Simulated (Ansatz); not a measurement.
Ta4N3: pressure against volume

Ta4N3, I4/mmm, a = 4.357 Å, c = 8.545 Å. The structure is a Materials Project entry; whether it is the stable form wasn't checked. Ansatz: PBEsol, PAW, 420 eV, Γ-centred 12×12×12 mesh on 7 atoms, Gaussian smearing 0.10 eV; no spin polarisation. Shape and atoms are relaxed at each volume; pressure is positive in compression.

```tsv
V (Å³/atom)	P (GPa)
10.197	?
10.545	38.40
10.893	23.49
11.240	10.78
11.588	-0.03
11.936	-9.25
12.283	-17.08
12.747	-25.74
```

Problem. Take V0 = 11.588 Å³/atom, count pressures from its P0 = -0.03 GPa, fit the third-order Birch–Murnaghan form to the other rows, and predict the missing pressure.

Solution. With the Eulerian strain f = ½[(V0/V)^(2/3) − 1] and y = (P − P0)/[3f(1 + 2f)^(5/2)], the form is the line y = B0 + 1.5 B0 (B0′ − 4) f. Rows (f, y): 0.03245, 337.3; 0.02105, 336.0; 0.01027, 333.5; -0.00977, 330.5; -0.01904, 328.9; -0.03079, 326.3. Means f = 0.0006950, y = 332.08; Σ(Δf)² = 0.003005, ΣΔfΔy = 0.5204; the slope is their ratio. y = 332.0 + 173.2 f GPa, so B0 = 332.0 GPa and B0′ = 4 + 2 × (173.2)/(3 × 332.0) = 4.35. At V = 10.197, f = 0.04450, y = 339.71 and P = 56.09 GPa. The run gave 55.93 GPa, so the fit is 0.16 GPa too high, a small miss on the scale of the series.

The cell has an odd number of electrons and ran without spin polarisation, so a magnetic or disproportionated state may lie lower. Spin–orbit coupling is left out, which can shift energies with elements as heavy as these.